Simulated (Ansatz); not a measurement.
Re3B:
```
CELL_PARAMETERS angstrom
      1.44158    -4.66262     0.00000
      1.44158     4.66262     0.00000
      0.00000     0.00000     7.26681
ATOMIC_POSITIONS crystal
  Re 0.13325 0.86675 0.93520
  Re 0.86675 0.13325 0.06480
  Re 0.86675 0.13325 0.43520
  Re 0.13325 0.86675 0.56480
  Re 0.57535 0.42465 0.25000
  Re 0.42465 0.57535 0.75000
  B  0.74581 0.25419 0.75000
  B  0.25419 0.74581 0.25000
```

Relaxed with PBEsol. Special points in fractions of this cell's reciprocal vectors: Γ (0.000, 0.000, 0.000); Y (-0.500, 0.500, 0.000); C0 (-0.274, 0.726, 0.000); Σ0 (0.274, 0.274, 0.000); Z (0.000, 0.000, 0.500); A0 (0.274, 0.274, 0.500); E0 (-0.274, 0.726, 0.500); T (-0.500, 0.500, 0.500); S (0.000, 0.500, 0.000); R (0.000, 0.500, 0.500).

Question: List the band energies nearest the Fermi level at these points for PBEsol (plane waves, PAW; program Ansatz).

Answer: In eV from the Fermi level; about four levels below and three above (degenerate sets whole), none deeper than 8.9 eV; points with the same levels are listed once.

```csv
k,below,above
Γ,-1.60 -0.86 -0.74 -0.05,0.04 0.29 0.35
Y,-1.65 -1.13 -0.73 -0.57,0.67 0.89 1.05
C0,-1.73 -1.38 -0.82 -0.41,0.81 1.24 2.03
Z,-1.61 -1.61 -1.12 -1.12,0.09 0.09 0.69 0.69
A0,-1.63 -1.63 -1.39 -1.39,0.49 0.49 1.96 1.96
T,-0.71 -0.71 -0.67 -0.67,0.20 0.20 0.58 0.58
S,-1.68 -1.32 -0.78 -0.69,1.43 1.81 1.92
R,-1.88 -1.88 -1.27 -1.27,0.75 0.75 1.59 1.59
```

Space group Cmcm. The workflow started from a Materials Project entry (that database holds measured and hypothetical structures alike); the Crystallography Open Database files this formula in space group No. 63, but the cells were not matched. Its standing as an ambient phase is unchecked. The PBEsol relaxation kept the symmetry of its start; whether a distortion lowers the energy is not shown. The run is not spin-polarised. Spin–orbit coupling is left out wherever it is not named.

Potentials: the later of the program's two PAW sets.
